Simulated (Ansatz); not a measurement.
Al3V in space group I4/mmm (No. 139; Al on 2b, Al on 4d, V on 2a) at seven volumes, plane-wave PAW LDA (Ansatz code), shape and atoms relaxed at each. One row is withheld.

| V (Å³/atom) | P (GPa) |
|---|---|
| 12.748 | 15.26 |
| 13.169 | 9.38 |
| 13.589 | 4.33 |
| 14.009 | 0.00 |
| 14.430 | -3.72 |
| 14.850 | ? |
| 15.270 | -9.64 |

Task: Fit the shown pressures and predict the withheld one.

Result: Third-order Birch–Murnaghan: P = (3/2)B₀(x^(7/2) − x^(5/2))[1 + (3/4)(B′ − 4)(x − 1)] with x = (V₀/V)^(2/3). Least squares on the six rows gives V₀ = 14.010 Å³/atom, B₀ = 133.4 GPa, B′ = 4.08. At V = 14.850, x = 0.9619 and P = -6.90 GPa. The run itself gave -6.91 GPa.

The first step of the workflow began from a Materials Project structure, measured or hypothetical; the Crystallography Open Database copy checked does not list it. Whether it is the stable phase at ambient conditions was not checked. Symmetry was held in the LDA relaxation; its stability against distortions is not shown here. The run is not spin-polarised.

Potentials: the later of the program's two PAW sets.
